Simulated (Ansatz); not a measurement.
TiSiB in space group Cmcm (No. 63; Si on 4c, B on 4c, Ti on 4c), plane-wave PAW PBE (Ansatz code), all energies at zero smearing, with the estimated change up to a 700 eV cutoff added, with one set of potentials and settings (totals compare only within such a set). Cell of 6 atoms (2 Si, 2 B, 2 Ti): -6586.821 eV.

```
element              reference phase  E (eV/atom)
-------  ---------------------------  -----------
Si        Fd-3m, 2 atoms in the cell    -635.8096
B         R-3m, 12 atoms in the cell    -155.9161
Ti       P6/mmm, 3 atoms in the cell   -2499.6739
```

Formation energy per atom, worked out: (-6586.821 − 2×(-635.8096) − 2×(-155.9161) − 2×(-2499.6739))/6 = -0.670 eV/atom (-65 kJ per mol of atoms), at 0 K, without zero-point energy or fitted corrections.

The start of the workflow was typed in or built on a structure type; neither database checked (COD, Materials Project) lists it. Its standing as an ambient phase is unchecked. The PBE relaxation kept the symmetry of its start; its stability against distortions is not shown here. No spin polarisation was allowed. The references are the lowest solids computed at this level, not always the standard phases.

Potentials: the later of the program's two PAW sets.
